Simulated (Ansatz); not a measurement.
**All-electron DFT: CBr₃**

This is CBr₃ placed on the sites of a small cell holding one bonded unit (a generated, not necessarily known, phase), then sheared and rattled.

PBE on full-potential LAPW: scalar-relativistic, point nucleus (Ansatz). k-points 2×2×2 (half-step shift), Fermi–Dirac smearing of 0.15 eV. The mesh is coarse, so the numbers hold for this sampling and aren't converged over the zone. In metals such a mesh can move stress, forces and moments by their own size. The run is spin-unpolarised. The cell's electron count is odd, so a run with spin could end lower.

Lattice in Å, fractional positions:
```yaml
crystal:
  lattice:
    - [-0.06776, 4.27855, 4.07445]
    - [4.16422, -0.00465, 4.01135]
    - [4.14829, 4.19952, 0.01128]
  atoms:
    - { symbol: C, position: [0.62762, 0.39063, 0.47884] }
    - { symbol: Br, position: [0.56901, 0.10093, 0.53852] }
    - { symbol: Br, position: [0.34303, 0.67004, 0.45511] }
    - { symbol: Br, position: [0.80475, 0.35808, 0.65136] }
```

Task: Give the forces on the atoms and the pressure.

Result: 
| atom | Fx (eV/Å) | Fy (eV/Å) | Fz (eV/Å) |
| --- | --- | --- | --- |
| C1 | -1.022 | -0.872 | 1.524 |
| Br2 | -4.630 | 0.485 | -5.055 |
| Br3 | 3.981 | -4.941 | 0.946 |
| Br4 | 1.671 | 5.328 | 2.585 |

Stress (GPa; xx, yy, zz, yz, xz, xy; compression positive): 11.55, 16.63, 10.52, 3.33, 8.74, -3.30.

```json
{"All-electron E − TS, for this scheme": "-213810.091 eV", "Pressure": "12.90 GPa", "Largest force": "6.872 eV/Å"}
```

Task: Switch to r2SCAN by all-electron PAW datasets generated for the cell without frozen cores, scalar-relativistic, point nucleus, all else held.

Result: Beside PBE, the pressure falls by 0.66 GPa to 12.24 GPa, and the forces move by 0.157 eV/Å (r.m.s. over the atoms).

Forces in eV/Å:
```
C1   -0.955 -0.878  1.399
Br2  -4.570  0.529 -4.907
Br3   3.921 -4.825  0.987
Br4   1.604  5.174  2.521
```

Task: What does LDA (PW92) by all-electron full-potential LAPW, scalar-relativistic, point nucleus give for this geometry?

Result: Against PBE, the pressure falls by 2.51 GPa to 10.39 GPa, and the forces move by 0.604 eV/Å (r.m.s. over the atoms).

Forces in eV/Å:
```
C1   -0.793 -0.798  1.263
Br2  -4.244  0.459 -4.561
Br3   3.567 -4.380  0.910
Br4   1.469  4.718  2.388
```
